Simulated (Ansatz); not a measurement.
CsPbBr3: pressure against volume

CsPbBr3, Pm-3m, a = 5.870 Å. The structure is a COD entry; whether it is the stable form wasn't checked. Ansatz: PBEsol, PAW, 420 eV, Γ-centred 6×6×6 mesh on 5 atoms, Gaussian smearing 0.02 eV; no spin polarisation. Symmetry fixes shape and atoms, so the cell is only scaled; pressure is positive in compression.

```
V (Å³/atom) P (GPa)
     38.025     1.57
     39.239     0.73
     40.452     0.02
     41.666    -0.57
     42.880        ?
```

Q: Take V0 = 40.452 Å³/atom, count pressures from its P0 = 0.02 GPa, fit the third-order Birch–Murnaghan form to the other rows, and predict the missing pressure.

A: With the Eulerian strain f = ½[(V0/V)^(2/3) − 1] and y = (P − P0)/[3f(1 + 2f)^(5/2)], the form is the line y = B0 + 1.5 B0 (B0′ − 4) f. Rows (f, y): 0.02106, 22.13; 0.01025, 21.95; -0.00976, 21.17. Means f = 0.007183, y = 21.750; Σ(Δf)² = 0.0004890, ΣΔfΔy = 0.01571; the slope is their ratio. y = 21.52 + 32.13 f GPa, so B0 = 21.5 GPa and B0′ = 4 + 2 × (32.13)/(3 × 21.52) = 5.00. At V = 42.880, f = -0.01906, y = 20.908 and P = -1.06 GPa. The run gave -1.07 GPa, so the fit is 0.01 GPa too high, a small miss on the scale of the series. The form still works here, 33 % of the fitted range beyond its end.

Spin–orbit coupling is left out, which can shift energies with elements as heavy as these.

Symmetry holds off the tilts and polar distortions that many cubic perovskites undergo.